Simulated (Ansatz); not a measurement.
Notes on a calculation: IrP in the zincblende structure

The computed numbers are results of PBE, scalar-relativistic (no spin polarisation) in the plane-wave PAW code Ansatz at 420 eV, Γ-centred 12×12×12 mesh, 0.05 eV Gaussian smearing. The datasets are Ansatz's generated set soft_2.

The cell came from substitution into a structure type; no database entry of this phase was matched, which doesn't show that none exists.

Starting cell:

```
CELL_PARAMETERS angstrom
0.00000 2.39397 2.39397
2.39397 0.00000 2.39397
2.39397 2.39397 0.00000
ATOMIC_POSITIONS crystal
Ir 0.00000 0.00000 0.00000
P 0.25000 0.25000 0.25000
```

The first steps of the search for zero pressure:

| run | level | k-mesh | kind | V (Å³/atom) | P (GPa) | gap on the mesh (eV) |
| --- | --- | --- | --- | --- | --- | --- |
| 1 | PBE | 12×12×12 | fixed cell | 13.72 | 89.1 | metal |
| 2 | PBE | 12×12×12 | fixed cell | 15.37 | 40.8 | metal |

Task: At which volume does PBE reach zero pressure?

Result: About 18.1 Å³/atom, about 32 % over the start.

The steps that followed:

| run | level | k-mesh | kind | V (Å³/atom) | P (GPa) | E − E(final) (meV/atom) | gap on the mesh (eV) |
| --- | --- | --- | --- | --- | --- | --- | --- |
| 3 | PBE | 12×12×12 | fixed cell | 17.21 | 9.6 | 25.0 | metal |
| 4 | PBE | 12×12×12 | fixed cell | 18.11 | -0.1 | 0.0 | metal |

The cell is relaxed to zero pressure at this level.

The final structure (symmetry read at 0.01 Å). Symmetry: F-43m, No. 216, cubic system. The conventional cell has a = 5.252 Å, b = 5.252 Å, c = 5.252 Å, α = 90.00°, β = 90.00°, γ = 90.00°. Ir (site symmetry -43m) is surrounded by 4 P at 2.27 Å. P (site symmetry -43m) is surrounded by 4 Ir at 2.27 Å. (Neighbours are counted to 15 % beyond the shortest distance.)

At the final geometry the gap, band path included, is zero (metallic). The equation of state gives B0 = 170 GPa and B0′ = 4.7. Against the elements' standard states, run alike and uncorrected, the formation energy is -0.40 eV/atom. 

Spin–orbit coupling, which matters for such heavy elements, is left out.
